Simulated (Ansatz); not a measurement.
VBiO4:
```cif
data_Bi2O8V2
_chemical_formula_sum 'V2 Bi2 O8'
_space_group_name_H-M_alt 'C2'
_space_group_IT_number 5
_space_group_name_Hall 'C 2y'
_cell_length_a 7.73225
_cell_length_b 5.48563
_cell_length_c 5.26246
_cell_angle_alpha 90.000
_cell_angle_beta 123.833
_cell_angle_gamma 90.000
loop_
_atom_site_label
_atom_site_type_symbol
_atom_site_symmetry_multiplicity
_atom_site_Wyckoff_symbol
_atom_site_fract_x
_atom_site_fract_y
_atom_site_fract_z
_atom_site_occupancy
V1 V 2 a 0.00000 0.36147 0.00000 1
Bi1 Bi 2 b 0.50000 0.42884 0.50000 1
O1 O 4 c 0.12126 0.19096 0.33546 1
O2 O 4 c 0.19301 0.53892 0.04327 1
```
(The calculation used a cell of 6 atoms; values per cell refer to that cell.)

Relaxed with r²SCAN.

Problem. Which orbitals make up the states near the band edges in r²SCAN (plane waves, PAW; program Ansatz)?

Solution. Top 1 eV of the valence band: O 2p 91 %. Bottom 1 eV of the conduction band: V 3d 65 %, O 2p 21 %, Bi 6p 10 %. Projections are on Löwdin-orthogonalised atomic valence shells; empty p or d shells of many metals are not among them.

Problem. Tabulate the density of states.

Solution. States/eV per cell of 6 atoms, in 0.25 eV bins, energy from the valence-band maximum.

```
E (eV)  total  O 2p  V 3d  Bi 6p
------  -----  ----  ----  -----
-7.90    0.00  0.00  0.00   0.00
-7.65    0.00  0.00  0.00   0.00
-7.40    0.00  0.00  0.00   0.00
-7.15    0.00  0.00  0.00   0.00
-6.90    0.00  0.00  0.00   0.00
-6.65    0.00  0.00  0.00   0.00
-6.40    0.00  0.00  0.00   0.00
-6.15    0.00  0.00  0.00   0.00
-5.90    0.00  0.00  0.00   0.00
-5.65    0.00  0.00  0.00   0.00
-5.40    0.00  0.00  0.00   0.00
-5.15    0.00  0.00  0.00   0.00
-4.90    0.00  0.00  0.00   0.00
-4.65    0.27  0.18  0.05   0.04
-4.40    4.72  3.00  0.88   0.76
-4.15    3.42  2.19  0.62   0.54
-3.90    3.71  2.38  0.77   0.49
-3.65    4.81  3.19  0.90   0.59
-3.40    4.33  2.97  0.83   0.41
-3.15    3.28  2.34  0.60   0.23
-2.90    7.65  5.70  1.45   0.14
-2.65    7.11  5.23  1.40   0.13
-2.40    6.97  5.07  1.47   0.15
-2.15    2.99  2.30  0.44   0.08
-1.90    6.06  4.81  0.68   0.20
-1.65    4.81  3.99  0.39   0.16
-1.40    6.54  5.60  0.37   0.19
-1.15    7.13  6.37  0.24   0.15
-0.90    5.68  5.10  0.13   0.14
-0.65    7.93  7.25  0.15   0.16
-0.40    5.28  4.78  0.12   0.10
-0.15    3.25  2.96  0.06   0.05
0.10     0.05  0.05  0.00   0.00
0.35     0.00  0.00  0.00   0.00
0.60     0.00  0.00  0.00   0.00
0.85     0.00  0.00  0.00   0.00
1.10     0.00  0.00  0.00   0.00
1.35     0.00  0.00  0.00   0.00
1.60     0.00  0.00  0.00   0.00
1.85     0.00  0.00  0.00   0.00
2.10     0.00  0.00  0.00   0.00
2.35     0.00  0.00  0.00   0.00
2.60     0.00  0.00  0.00   0.00
2.85     0.00  0.00  0.00   0.00
3.10     0.00  0.00  0.00   0.00
3.35     0.39  0.04  0.26   0.08
3.60     4.08  0.58  2.70   0.64
3.85     4.38  0.85  2.76   0.57
4.10     6.73  1.84  4.43   0.23
4.35     0.43  0.13  0.29   0.00
4.60     0.41  0.06  0.21   0.09
4.85     4.47  0.84  2.20   0.92
5.10     4.22  0.99  2.07   0.73
5.35     7.38  1.86  3.54   1.25
5.60     7.28  1.89  3.56   1.08
5.85     1.01  0.25  0.38   0.26
6.10     1.39  0.35  0.29   0.59
6.35     3.44  0.92  0.69   1.49
6.60     3.03  0.90  0.66   1.20
6.85     3.45  1.01  0.74   1.29
7.10     3.29  0.92  0.50   1.51
7.35     1.19  0.33  0.15   0.57
7.60     1.86  0.50  0.14   1.04
7.85     3.28  0.90  0.22   1.88
8.10     1.97  0.55  0.12   1.14
```

The workflow started from a Materials Project entry (that database holds measured and hypothetical structures alike); the Crystallography Open Database copy checked does not list it. It is not the phase usual at ambient conditions (space group No. 88). The r²SCAN relaxation kept the symmetry of its start; of distortions, only those at the zone centre were tested. No spin polarisation was allowed. No Hubbard U is applied. Spin–orbit coupling is left out wherever it is not named.

Potentials: the later of the program's two PAW sets.
